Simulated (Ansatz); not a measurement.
LaGa₃N₄ as one 8-atom ordering (P3m1) on the wurtzite lattice, relaxed with r2SCAN. The symmetry is P3m1 (No. 156, trigonal); a = 3.333 Å, c = 11.229 Å in the conventional setting, 13.50 Å³ an atom. Ga is surrounded by 4 N at 1.96–2.02 Å; Ga is surrounded by 4 N at 1.93–2.00 Å; Ga is surrounded by 4 N at 1.97–2.00 Å; La is surrounded by 4 N at 2.24–2.50 Å; N is surrounded by 4 Ga at 1.96–2.00 Å; N is surrounded by 1 Ga at 1.93 Å and 3 La at 2.24 Å; N is surrounded by 4 Ga at 1.97–2.00 Å; N is surrounded by 3 Ga at 2.02 Å and 1 La at 2.50 Å.

3 runs of Ansatz 0.2.0 on this cell differ in the functional (and in the settings that go with it). Levels are in eV from each run's valence top; v1 is the last filled band, c1 the first empty one.

Run A, mean stress +4.1 GPa (compression positive):
```
point     v2     v1    c1    c2
    Γ  -0.48  -0.48  0.82  2.22
    M  -1.09  -0.72  1.62  3.10
    K  -1.60   0.00  2.51  2.88
    A  -0.47  -0.47  1.09  1.81
```

Run B, mean stress -0.3 GPa (compression positive):
```
point     v2     v1    c1    c2
    Γ  -0.52  -0.52  1.81  3.56
    M  -1.21  -0.83  2.62  4.35
    K  -1.86   0.00  3.49  3.79
    A  -0.50  -0.50  2.07  2.96
```

Run C, mean stress 0.0 GPa (compression positive):
```
point     v2     v1    c1    c2
    Γ  -0.53  -0.53  1.15  2.60
    M  -1.16  -0.77  1.87  3.47
    K  -1.68   0.00  2.81  3.19
    A  -0.51  -0.51  1.39  2.17
```

Problem. Match the runs to PBE, r2SCAN, HSE06.

Solution. A is PBE, B is HSE06, C is r2SCAN. In order of the gap: PBE 0.82, r2SCAN 1.15, HSE06 1.81 eV. The stress vanishes for r2SCAN, which relaxed the cell.

Note: simulated data, non-magnetic, for a generated structure that need not be the stable one.

Spin-orbit coupling is left out.

The program warns that its thresholds are loose for a hybrid's stress.

The meshes of the hybrids are coarse, so their gaps aren't converged to the digits shown.
